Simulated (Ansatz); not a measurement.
## Yb (hcp): energy against volume

Method: Ansatz, DFT, BLYP, plane waves (420 eV) with PAW, scalar-relativistic. (PAW data from PBE, frozen cores regenerated.)

The cell is scaled uniformly from the relaxed one, with fractional coordinates and shape fixed. Energies are extrapolated to zero smearing, pressures are those at the given smearing. Magnetic state: spin not included.

A Birch-Murnaghan fit gives V₀ = 37.14 Å³/atom, B₀ = 15.8 GPa, B₀′ = 4.0.

(1) What are the energy above the minimum and the pressure at 32.817 Å³/atom?

(2) What are the energy above the minimum and the pressure at 34.309 Å³/atom?

(3) What are the energy above the minimum and the pressure at 38.784 Å³/atom?

Answers

(1) 30.5 meV/atom and 2.56 GPa as computed.

(2) 12.2 meV/atom and 1.51 GPa as computed.

(3) 3.3 meV/atom and -0.61 GPa as computed.
